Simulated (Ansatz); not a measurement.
Input file for Ansatz (a program for electronic structure):

Ansatz 0.2 input:
```yaml
crystal:
  lattice:
    - [3.9276785838, 0.0, 0.0]
    - [0.0, 3.9276785838, 0.0]
    - [0.0, 0.0, 10.9943187553]
  atoms:
    - { symbol: Zn, position: [0.5, 0.0, 0.8494641606] }
    - { symbol: S, position: [0.5, 0.5, 0.7327093899] }
    - { symbol: Zn, position: [0.0, 0.5, 0.6161163442] }
    - { symbol: S, position: [0.0, 0.0, 0.5] }
    - { symbol: Zn, position: [0.5, 0.0, 0.3838836558] }
    - { symbol: S, position: [0.5, 0.5, 0.2672906101] }
    - { symbol: Zn, position: [0.0, 0.5, 0.1505358394] }
    - { symbol: Te, position: [0.0, 0.0, 0.0] }
kpoints:
  mp_grid: { grid: [6, 6, 3] }
basis: { xc_grid: 2 }
hamiltonian:
  xc: pbesol
  pseudopotentials: { azcp: { folder: ./paw }, kind: paw }
scf:
  occupations: { method: fixed }
output:
  optics: { e_range: [0.0, 15.0], de: 0.05, sigma: 0.1, bands: { spectra_wanted_up_to: 12 eV } }
```

Output (shortened):

```
output.optics: the spectra are integrated over the Brillouin zone by k·p interpolation around the k-points, where levels, occupations, output.optics.sigma and …
Pseudopotential: Zn, paw, valence charge 12
Pseudopotential: S, paw, valence charge 6
Pseudopotential: Te, paw, valence charge 16
Functional definition: PBEsol
Crystal: 8 atoms, lattice volume = 169.606 Å³
Basis set: ecut = 420 eV, 3349 PW (Γ), exchange–correlation on 54×54×150 points (8 copies of the dense FFT grid, shifted against one another)
Bands: 50, of which v1, the nominal top of the filled ones, is band 41 counted from 1 (40 counted from 0)
Symmetry: 8 space group operations
Space group: P-4m2 (ITA 115), of the structure as read, at distance tolerance 5.5e-5 Å
k-points: 20 of 108 (time reversal used)
SCF iter   1: F=—  HF=-22685.919100 eV  |F-HF|=—  |Δ(HF+E_count)|=         —  Δρ=3.39e-2  dr2=2.77e0  ethr=3.10e-3  ⟨swp⟩=5.5  Hψ=3978  notcnv=0  defer=120
preconditioner: auto → Resta (q_TF=auto, 2.417 Å⁻¹)
SCF iter   2: F=—  HF=-22685.466740 eV  |F-HF|=—  |Δ(HF+E_count)|=   4.52e-1  Δρ=1.52e-2  dr2=8.27e-1  ethr=3.10e-3  ⟨swp⟩=2.7  Hψ=1340  notcnv=0  defer=129
SCF iter   3: F=—  HF=-22685.358579 eV  |F-HF|=—  |Δ(HF+E_count)|=   1.08e-1  Δρ=1.32e-2  dr2=1.79e-1  ethr=1.01e-3  ⟨swp⟩=3.6  Hψ=1813  notcnv=0  defer=137
SCF iter   4: F=—  HF=-22685.274073 eV  |F-HF|=—  |Δ(HF+E_count)|=   8.45e-2  Δρ=2.89e-3  dr2=1.53e-2  ethr=2.18e-4  ⟨swp⟩=2.8  Hψ=1904  notcnv=0  defer=139
SCF iter   5: F=—  HF=-22685.275303 eV  |F-HF|=—  |Δ(HF+E_count)|=   1.23e-3  Δρ=7.21e-4  dr2=1.65e-3  ethr=1.86e-5  ⟨swp⟩=3.0  Hψ=1731  notcnv=0  defer=140
SCF iter   6: F=—  HF=-22685.275336 eV  |F-HF|=—  |Δ(HF+E_count)|=   3.32e-5  Δρ=4.10e-4  dr2=2.51e-4  ethr=2.01e-6  ⟨swp⟩=2.4  Hψ=1722  notcnv=0  defer=140
SCF iter   7: F=—  HF=-22685.275458 eV  |F-HF|=—  |Δ(HF+E_count)|=   1.22e-4  Δρ=4.36e-4  dr2=1.67e-4  ethr=3.06e-7  ⟨swp⟩=2.0  Hψ=1659  notcnv=0  defer=140
SCF iter   8: F=—  HF=-22685.275402 eV  |F-HF|=—  |Δ(HF+E_count)|=   5.54e-5  Δρ=1.41e-4  dr2=2.39e-5  ethr=2.03e-7  ⟨swp⟩=2.0  Hψ=1384  notcnv=0  defer=137
SCF iter  15: F=-22685.275383 eV  HF=-22685.275383 eV  |F-HF|=3.64e-12  |Δ(HF+E_count)|=  1.82e-11  Δρ=5.40e-8  dr2=4.42e-12  ethr=1.00e-12  ⟨swp⟩=16.9  Hψ=5576  notcnv=0
SCF 1 converged in 15 iterations: F = -22685.275383 eV  dr2 = 4.42e-12
NSCF: frozen V_eff on 20 k-points
Optics k sum: 0 of 20 k-points
Optics k sum: 1 of 20 k-points
Optics k sum: 2 of 20 k-points
Optics k sum: 3 of 20 k-points
Optics k sum: 4 of 20 k-points
Optics k sum: 5 of 20 k-points
Optics k sum: 6 of 20 k-points
Optics k sum: 7 of 20 k-points
Optics k sum: 8 of 20 k-points
Optics k sum: 9 of 20 k-points
Optics k sum: 10 of 20 k-points
Optics k sum: 11 of 20 k-points
Optics k sum: 12 of 20 k-points
Optics k sum: 13 of 20 k-points
Optics k sum: 14 of 20 k-points
Optics k sum: 15 of 20 k-points
Optics k sum: 16 of 20 k-points
Optics k sum: 17 of 20 k-points
Optics k sum: 18 of 20 k-points
Optics k sum: 19 of 20 k-points
Optics k sum: 20 of 20 k-points
Optics k sum: 0 of 20 k-points
Optics k sum: 1 of 20 k-points
Optics k sum: 2 of 20 k-points
Optics k sum: 3 of 20 k-points
Optics k sum: 4 of 20 k-points
Optics k sum: 5 of 20 k-points
Optics k sum: 6 of 20 k-points
Optics k sum: 7 of 20 k-points
Optics k sum: 8 of 20 k-points
Optics k sum: 9 of 20 k-points
Optics k sum: 10 of 20 k-points
Optics k sum: 11 of 20 k-points
Optics k sum: 12 of 20 k-points
Optics k sum: 13 of 20 k-points
Optics k sum: 14 of 20 k-points
Optics k sum: 15 of 20 k-points
Optics k sum: 16 of 20 k-points
Optics k sum: 17 of 20 k-points
Optics k sum: 18 of 20 k-points
Optics k sum: 19 of 20 k-points
Optics k sum: 20 of 20 k-points
NSCF: frozen V_eff on 1 k-points
NSCF: frozen V_eff on 1 k-points
NSCF: frozen V_eff on 1 k-points
output.optics: what the bands over the 89 summed would add to eps1, eps2 and the energy-loss function is held between a lower and an upper bound (8 Lanczos …
SCF converged after 15 iterations
Free energy (F): -22685.275383 eV
Harris-Foulkes:  -22685.275383 eV  (|F-HF|=3.64e-12)
Internal energy: -22685.275383 eV  (E = F + TS)
E sigma→0 (E₀):  -22685.275383 eV
Fermi energy:    6.978692 eV
--- Per-component energies (eV) ---
  E_band       = -238.796914
  E_kinetic    = 1081.344936
  E_local      = -10723.163251  (includes V_loc(G=0)·N_el)
  E_nonlocal   = 3457.909364
  E_hartree    = 4304.254662
  E_xc         = -696.354847
  E_vxc        = -554.914357  (∫ρ·V_xc dr)
  E_paw        = -13813.037479  (= ΣΔE_a)
  E_vpaw       = -2108.482171  (= ΣTr[D̂ρ^β])
  E_aug_tail   = -0.000870  (compensation charges beyond the density's cutoff)
  E_ewald      = -6299.977980
  E_core_change = 3.750083  (= ΣΔE_core)
  E_smearing   =  0.000000  (= −TS)
  E_closure    =  0.000000  (closes the sum)
  Σ components = -22685.275383   (vs F -22685.275383, Δ=0.00e0)
  [band-id]    e_kinetic+e_local+e_nonlocal+2·e_hartree+e_vxc+e_vpaw+e_augmentation_tail = -238.797025   (vs E_band -238.796914, Δ=-1.12e-4)
--- Band table (eV; the first three rows and the last of 20) ---
  k-point 0: bands = ["-29.0025", "-29.0018", "-29.0018", "-28.9650", "-28.9489", "-6.9010", "-6.4246", "-5.9771", "-4.4908", "-0.2953", "-0.2700", "-0.2469", "-0.2469", "-0.2419", "-0.1292", "-0.1292", "-0.0722", "-0.0351", "-0.0351", "0.1205", "0.1205", …
  k-point 1: bands = ["-29.0025", "-29.0018", "-29.0018", "-28.9650", "-28.9489", "-6.8833", "-6.4777", "-5.9323", "-4.5012", "-0.2944", "-0.2674", "-0.2425", "-0.2425", "-0.2425", "-0.1481", "-0.1481", "-0.0698", "-0.0082", "-0.0082", "0.1078", "0.1078", …
  k-point 2: bands = ["-29.0022", "-29.0021", "-29.0018", "-28.9639", "-28.9491", "-6.7761", "-6.3472", "-5.9478", "-4.4009", "-0.2563", "-0.2327", "-0.2269", "-0.2155", "-0.1934", "-0.1369", "-0.1165", "-0.0512", "-0.0511", "-0.0197", "0.1036", "0.1240", …
  k-point 19: bands = ["-29.0033", "-29.0033", "-28.9995", "-28.9564", "-28.9513", "-5.8132", "-5.8113", "-5.8053", "-3.5317", "-0.2517", "-0.2517", "-0.1116", "-0.1116", "0.0275", "0.0750", "0.0750", "0.0840", "0.0872", "0.1194", "0.1569", "0.1569", …
```

Cost: around 3 core-minutes (rough) on shared cores.

The start of the workflow was typed in or built on a structure type; neither database checked (COD, Materials Project) lists it. Whether it is the stable phase at ambient conditions was not checked. The PBEsol relaxation kept the symmetry of its start; whether a distortion lowers the energy is not shown. Spin–orbit coupling is left out wherever it is not named.

Potentials: the earlier of the program's two PAW sets. The files were generated under PBE; for other functionals the program regenerates the frozen cores, and for LDA and PBEsol the local potential too.

Ansatz is a plane-wave DFT program.
